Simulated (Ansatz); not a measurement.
This cell of MoS2 (2H-MoS2 type, space group P6_3/mmc) is off equilibrium:

```
MoS2
1.0
    3.10893     0.00000     0.00000
   -1.55447     2.69241     0.00000
    0.00000     0.00000    11.70793
Mo S
2 4
Cartesian
  0.00000   1.79494   2.92698
  1.55447   0.89747   8.78095
 -0.12539   1.72255   7.34378
  1.55447   0.89747   1.36371
  1.55447   0.89747   4.49025
  0.00000   1.79494  10.34422
```

Level of theory: PBEsol-D3(BJ) (plane waves to 420 eV, PAW, scalar-relativistic; Ansatz, an electronic-structure program). k mesh 10×10×3 (Γ-centred), Fermi-Dirac smearing 0.05 eV. Energies are smeared free energies. Compression counts positive. MoS2 is run without spin polarisation. MoS2 was relaxed with its symmetry unable to fall.

Question: What forces act on the atoms (eV/Å, Cartesian)?

Answer: 
| atom | Fx | Fy | Fz |
|---|---|---|---|
| Mo1 | -0.011 | -0.006 | 0.005 |
| Mo2 | -1.939 | -1.119 | 2.652 |
| S3 | 1.936 | 1.118 | -3.021 |
| S4 | 0.006 | 0.003 | 0.004 |
| S5 | -0.012 | -0.007 | 0.065 |
| S6 | 0.020 | 0.012 | 0.295 |

Question: What is the stress tensor (GPa)?

Answer: 
```
   3.97     1.50    -4.31
   1.50     2.24    -2.49
  -4.31    -2.49     7.22
```
The pressure, a third of the trace, is 4.48 GPa.

Question: In it atom 3 sits (-0.125, -0.072, 0.126) Å away from its relaxed site. What is its energy relative to the relaxed cell?

Answer: 317 meV/cell.

(A displaced cell: forces are minus the slopes of the energy, force constants its curvatures, and phonons follow from these.)
